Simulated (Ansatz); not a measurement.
Input and command of a calculation in Ansatz (plane waves; scalar-relativistic PAW potentials unless the input names others):

```yaml
crystal:
  lattice:
    - [2.0415918068, 1.1787135792, 10.0048418038]
    - [-2.0415918068, 1.1787135792, 10.0048418038]
    - [0.0, -2.3574271585, 10.0048418038]
  atoms:
    - { symbol: Ge, position: [0.5991279676, 0.5991279676, 0.5991279676] }
    - { symbol: Sb, position: [0.3968702481, 0.3968702481, 0.3968702481] }
    - { symbol: Te, position: [0.9976379786, 0.9976379786, 0.9976379786] }
    - { symbol: Te, position: [0.7915736255, 0.7915736255, 0.7915736255] }
    - { symbol: Te, position: [0.2147911802, 0.2147911802, 0.2147911802] }
basis:
  ecutwfc: 420
kpoints:
  mp_grid: { grid: [12, 12, 12] }
hamiltonian:
  xc: pbe
  dispersion: d3bj
scf:
  occupations: { method: gaussian, width: 0.1 }
  max_iter: 5
output:
  forces: true
  eigenvalues: true
  stress: true
```

```bash
ansatz run input.yaml --threads 2 --pin off --max-ram 5120MiB --backend cpu --events-out ev --progress --plain --runs-dir out
```

Abridged log:
```
Basis set: ecut = 420 eV, 2787 PW (Γ), FFT grids on a1−a3, a2−a3, a3, exchange–correlation on 60×60×144 points (8 copies of the dense FFT grid, shifted against one another)
Bands: 47, of which v1, the nominal top of the filled ones, is band 39 counted from 1 (38 counted from 0)
Symmetry: 6 space group operations
k-points: 189 of 1728 (time reversal used)
SCF iter   1: F=—  HF=-31721.834066 eV  |F-HF|=—  |Δ(HF+E_count)|=         —  Δρ=1.84e-3  dr2=1.17e-2  ethr=1.77e-3  ⟨swp⟩=9.5  Hψ=38221  notcnv=0  defer=2
SCF iter   2: F=—  HF=-31721.830259 eV  |F-HF|=—  |Δ(HF+E_count)|=   3.81e-3  Δρ=1.09e-3  dr2=5.37e-3  ethr=1.51e-5  ⟨swp⟩=2.0  Hψ=13048  notcnv=0  defer=2
SCF iter   3: F=—  HF=-31721.829909 eV  |F-HF|=—  |Δ(HF+E_count)|=   3.49e-4  Δρ=3.56e-4  dr2=2.01e-4  ethr=6.97e-6  ⟨swp⟩=7.0  Hψ=51197  notcnv=0
SCF iter   4: F=—  HF=-31721.829815 eV  |F-HF|=—  |Δ(HF+E_count)|=   9.40e-5  Δρ=1.62e-4  dr2=5.79e-5  ethr=2.61e-7  ⟨swp⟩=3.9  Hψ=36581  notcnv=0
SCF iter   5: F=—  HF=-31721.829818 eV  |F-HF|=—  |Δ(HF+E_count)|=   2.53e-6  Δρ=5.81e-5  dr2=1.31e-5  ethr=7.52e-8  ⟨swp⟩=3.3  Hψ=30825  notcnv=0
```

Question: What should be changed?

Answer: The fault is too few SCF iterations (scf.max_iter: not typed → 5, the first being the value of the sound run). Setting it back cures it. The log, from which this was withheld above, says: «Error: did not converge after 5 iterations: dr2 = 1.31e-5 (threshold 1.00e-7), under the density mixer `msr1`, which `scf.mixing.algorithm: auto` chose by the deck's other keys (type `scf.mixing.algorithm: msr1` to keep it); raise `scf.max_iter`, which need not help a stalled SCF, or adjust the mixing (`scf.mixing`) or, under a smearing, its width (`scf.occupations.width` …» The run stopped without converging. A reference run on usual settings, whose relaxation ended at this geometry, converged, and the end of its own relaxation has pressure 0.06 GPa, largest force 0.005 eV/Å, no gap on the mesh.

It took 49 s on 2 threads of Arm Neoverse V2, on a shared host, peak memory 1 GiB.